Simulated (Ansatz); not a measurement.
Mo₃Te₄ (space group R-3)

```
Mo3Te4
1.0
    5.05309     2.91740     3.90901
   -5.05309     2.91740     3.90901
    0.00000    -5.83480     3.90901
Te Mo
8 6
Cartesian
  0.00000   0.00000   3.39215
  0.00000   0.00000   8.33488
  1.32197   2.92196   6.81809
 -1.32197  -2.92196   4.90894
 -3.19147  -0.31612   6.81809
  3.19147   0.31612   4.90894
  1.86951  -2.60583   6.81809
 -1.86951   2.60583   4.90894
  3.51845   3.06658   5.05295
 -3.51845  -3.06658   6.67408
 -4.41496   1.51377   5.05295
  4.41496  -1.51377   6.67408
  0.89651  -4.58036   5.05295
 -0.89651   4.58036   6.67408
```

The slice is a (-1 0 1 2) plane (indices of the conventional cell) through the point (0.752, 0.121, 0.383) (fractional), spanned by u = [100] and v = [0 1 -1] in vectors of this cell: u (7.02 Å) and v (10.11 Å, at 90° to u). It covers one period; positions are fractions (u, v).

Method: PBEsol (plane waves to 420 eV, PAW, scalar-relativistic; Ansatz, an electronic-structure program). k mesh 6×6×6. Inside the PAW spheres the values are not all-electron values, and peaks at nuclei hang on which shells count as valence. At this level the bands of Mo3Te4 touch or barely overlap. Mo3Te4 is run without spin polarisation. Mo3Te4 was relaxed with its symmetry unable to fall. Spin-orbit coupling is left out, though Te is heavy.

Question: Predict the map of the electrostatic potential energy of an electron, from the cell's mean on the slice.

Answer: 
```
|xxx266567899983xx|
|xx06776667899960x|
|13578762003799863|
|7666761xxxx289998|
|7655640xxxx079988|
|2455640xxxx068752|
|x036760xxxx07730x|
|xx066530xx05860xx|
|xx0300034578850xx|
|xx00xxx16899970xx|
|0030xxx069999850x|
|5650xxx1799999865|
|99850015899999999|
|99986667999999999|
|99888889999999999|
|98655689999999999|
|86100168888999999|
|840xx036423689999|
|830xx010xxx069999|
|740xx010xxxx38998|
|2222242xxxxx28863|
|xx057740xxxx4860x|
|xxx377520x01783xx|
|xxx066555457881xx|
```
Scale: ten equal steps from -1.00 (start of '0') to 7.85 (end of '9'), in the order '0123456789'. Values: electrostatic potential energy of an electron, from the cell's mean, in eV. The map has 17 points along u (one character each, u = 0 at the left) and 24 along v (v = 0 in the bottom row). Points within 1 Å of a nucleus are blanked (x), as the pseudised field means little there. Values under -1 eV are set to -1. The zero, the cell's mean, hangs on the PAW cores.
